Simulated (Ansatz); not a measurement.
Si (diamond, Fd-3m), a = b = c = 5.4336 Å, α = β = γ = 90.00°; the cell used has 2 atoms.

Relaxed with PBEsol. PBEsol (plane waves, PAW; program Ansatz) gives a gap of 0.46 eV.

Problem. What gap does HSE06 give on the same cell (Ansatz, PAW)?

Solution. 1.13 eV, 0.67 eV more. The hybrid was solved on a coarser mesh and at special points; the gap given is the minimum over both.

| k | v1 PBEsol | c1 PBEsol | v1 HSE06 | c1 HSE06 |
|---|---|---|---|---|
| Γ | 0.00 | 2.52 | ? | ? |
| X | -2.87 | 0.60 | ? | ? |
| L | -1.20 | 1.46 | ? | ? |
| W | -3.90 | 4.18 | ? | ? |
| K | -2.44 | 1.10 | -2.66 | 1.81 |

Problem. Top valence (v1) and lowest conduction level (c1) in eV from each method's valence maximum (which need not be a listed point): supply the withheld HSE06 values.

Solution. 
- W, v1 HSE06: -4.20
- W, c1 HSE06: 5.03
- X, v1 HSE06: -3.14
- X, c1 HSE06: 1.28
- L, v1 HSE06: -1.31
- L, c1 HSE06: 2.22
- Γ, v1 HSE06: 0.00
- Γ, c1 HSE06: 3.31

Cost on shared cores: the PBEsol run (SCF on a 9×9×9 mesh, then bands and DOS) roughly 12 core-seconds, the HSE06 run (SCF on 7×7×7, then a few points) roughly 100 core-seconds; the tasks are unlike.

Symmetry was held in the PBEsol relaxation.

Potentials: the earlier of the program's two PAW sets. The files were generated under PBE; for other functionals the program regenerates the frozen cores, and for LDA and PBEsol the local potential too.
